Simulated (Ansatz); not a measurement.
The relaxed structure here is a generated cell of SiC: the first start was made by a random draw of sites in a space group, and the end was not matched to a known phase here, so it may be hypothetical. Known forms of SiC include space group No. 186, 216.

The end point of a relaxation of SiC. Space group P1 (No. 1). Method: r2SCAN (plane waves to 500 eV, PAW, scalar-relativistic; Ansatz, a quantum-chemistry and plane-wave program).

```cif
data_C4Si4
_chemical_formula_sum 'C4 Si4'
_space_group_name_H-M_alt 'P 1'
_space_group_IT_number 1
_cell_length_a 4.47166
_cell_length_b 4.52254
_cell_length_c 5.75324
_cell_angle_alpha 75.269
_cell_angle_beta 70.801
_cell_angle_gamma 77.509
loop_
_space_group_symop_operation_xyz
  'x, y, z'
loop_
_atom_site_label
_atom_site_type_symbol
_atom_site_fract_x
_atom_site_fract_y
_atom_site_fract_z
_atom_site_occupancy
C1 C 0.72046 0.09455 0.02347 1
C2 C 0.74967 0.66856 0.47815 1
C3 C 0.21450 0.12261 0.59354 1
C4 C 0.67299 0.50601 0.34234 1
Si1 Si 0.55453 0.74119 0.05357 1
Si2 Si 0.90284 0.40580 0.73785 1
Si3 Si 0.61269 0.09900 0.37419 1
Si4 Si 0.11255 0.83835 0.87545 1
```

For SiC, the volume per atom is 13.14 Å³, the band gap comes out as 0.36 eV, indirect (valence top at k = (0.375, 0.375, 0.1667), conduction bottom at k = (0.125, -0.125, 0)) (no spin-orbit coupling) and the smallest direct gap comes out as 0.60 eV at U. The shortest distances is C–C 1.36 Å; C–Si 1.79 Å; Si–Si 2.42 Å and the k-mesh is 8×8×6.

Band energies at high-symmetry points (eV from the VBM; labels of this space group; no spin-orbit coupling), from −5 eV up to 5.4 eV:

```json
[
 {"point": "Γ", "energies": "-4.78 -4.14 -3.08 -2.58 -2.21 -1.27 -0.80 0.39 2.05 2.61 3.92 4.27"},
 {"point": "X", "energies": "-4.84 -4.32 -3.64 -3.39 -2.44 -2.03 -1.52 -0.67 1.33 2.11 2.94 3.56 4.47 4.93"},
 {"point": "Y", "energies": "-3.91 -3.50 -2.39 -1.50 -1.39 -0.06 0.63 3.02 3.57 4.04 5.00 5.36"},
 {"point": "Z", "energies": "-4.73 -4.43 -3.32 -2.70 -2.27 -1.90 -0.61 0.75 2.11 2.83 3.80 3.80 4.82"},
 {"point": "R", "energies": "-3.04 -2.48 -2.15 -1.63 -1.06 -0.09 2.40 3.09 3.60 3.79 4.93"},
 {"point": "T", "energies": "-4.56 -3.79 -3.48 -2.73 -2.11 -1.80 -1.26 1.31 2.44 4.29 4.33 5.16"},
 {"point": "U", "energies": "-4.83 -4.35 -3.50 -3.13 -2.74 -1.94 -1.65 -0.18 0.42 1.95 2.89 3.48 4.00 4.93 5.25"},
 {"point": "V", "energies": "-4.93 -4.33 -3.78 -3.24 -2.66 -1.60 -0.73 -0.04 1.83 2.81 3.52 4.25"}
]
```

No spin polarisation in the result.

It was reached from a disturbed copy of a R32 (No. 155) cell, against which it lies -1.10 eV/atom.
